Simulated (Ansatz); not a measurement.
Input and command of a plane-wave DFT calculation in Ansatz:

```yaml
crystal:
  lattice:
    - [-1.38144, 1.38144, 1.49656]
    - [1.38144, -1.38144, 1.49656]
    - [1.38144, 1.38144, -1.49656]
  atoms:
    - { symbol: Fe, position: [0.0, 0.0, 0.0], spin: 2.64 }
basis:
  ecutwfc: 420
kpoints:
  mp_grid: { grid: [24, 24, 24] }
hamiltonian:
  xc: pbesol
scf:
  occupations: { method: gaussian, width: 0.15 }
output:
  forces: true
  stress: true
  eigenvalues: true
  populations: true
magnetization:
  spin_polarized: true
```

```bash
ansatz run input.yaml --threads 1 --pin off --max-ram 2560MiB --backend cpu --events-out ev --progress --plain --runs-dir out
```

Processor: Arm Neoverse V2, 1 thread, on a host shared with other jobs.

**Question.** Estimate time, memory and problem size.

**Answer.** About 30 s on 1 thread of Arm Neoverse V2, on a shared host, peak memory 0.56 GiB. It solves 14 bands at 1063 k points (the mesh reduced by symmetry) with about 217 plane waves, in 10 SCF iterations.
